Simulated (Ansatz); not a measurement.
Here is the system:

Relaxed SnO (litharge type, space group P4/nmm):

```xyz
4
Lattice="3.7934 0.0000 0.0000 0.0000 3.7934 0.0000 0.0000 0.0000 4.7649" Properties=species:S:1:pos:R:3 pbc="T T T"
Sn     1.8967     0.0000     1.1463
Sn     0.0000     1.8967     3.6186
O      0.0000     0.0000     0.0000
O      1.8967     1.8967     0.0000
```

In this cell atom 2 (Sn, nearest neighbour O at 2.216 Å; its periodic images, 3.8 Å or more away, move with it) is moved by s along Cartesian [111], unit vector (0.577, 0.577, 0.577); all other atoms and the cell stay fixed.

All values below come from r2SCAN+rVV10 (plane waves to 500 eV, PAW, scalar-relativistic; Ansatz, a first-principles code). k mesh 7×7×6 (Γ-centred), Fermi-Dirac smearing 0.05 eV. Energies are smeared free energies. With partly filled bands, energies and forces of such displacements shift with the k mesh and the smearing. At this level the bands of SnO touch or barely overlap; measurements give the solid a gap. SnO was relaxed with its symmetry unable to fall. ΔE is measured from the undisplaced structure.

The scan covers s from -0.440 to 0.440 Å in 11 points.

**Question.** Is this a single well or a double well?

**Answer.** A single well with its minimum at or next to zero displacement.

**Question.** Is the energy the same for displacements of ±0.440 Å, and if not, which side lies higher?

**Answer.** Not even: the positive side lies higher at ±0.440 Å. With its periodic images moving along, the atom's site symmetry in this cell is 4mm.

**Question.** What is the energy change at s = 0.440 Å?

**Answer.** 1297 meV/cell.

**Question.** What force acts on the atom along the line at s = -0.440 Å?

**Answer.** 1.87 eV/Å.

**Question.** What is the force constant k = d²E/ds² of this move at s = 0?

**Answer.** 7.95 eV/Å².

(For displaced atoms, the force is minus the slope of the energy, and its curvature is a force constant, which sets phonon frequencies.)
